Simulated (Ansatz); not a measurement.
Nb$_{2}$AlB$_{2}$ in space group P-6m2 (No. 187; Nb on 2h, Al on 1a, B on 1b, B on 1f) at seven volumes, r²SCAN (plane waves, PAW; program Ansatz), shape and atoms relaxed at each. One row is withheld.

| V (Å³/atom) | P (GPa) |
|---|---|
| 11.539 | 22.03 |
| 11.920 | 13.52 |
| 12.300 | 6.26 |
| 12.681 | 0.00 |
| 13.061 | -5.33 |
| 13.442 | ? |
| 13.822 | -13.56 |

Fit the shown pressures and predict the withheld one.

Third-order Birch–Murnaghan: P = (3/2)B₀(x^(7/2) − x^(5/2))[1 + (3/4)(B′ − 4)(x − 1)] with x = (V₀/V)^(2/3). Least squares on the six rows gives V₀ = 12.682 Å³/atom, B₀ = 190.2 GPa, B′ = 4.34. At V = 13.442, x = 0.9619 and P = -9.76 GPa. The run itself gave -9.83 GPa.

The start of the workflow was typed in or built on a structure type; neither database checked (COD, Materials Project) lists it. Its standing as an ambient phase is unchecked. Symmetry was held in the r²SCAN relaxation; its stability against distortions is not shown here. The run is not spin-polarised.

Potentials: the earlier of the program's two PAW sets. The files were generated under PBE; for other functionals the program regenerates the frozen cores, and for LDA and PBEsol the local potential too.
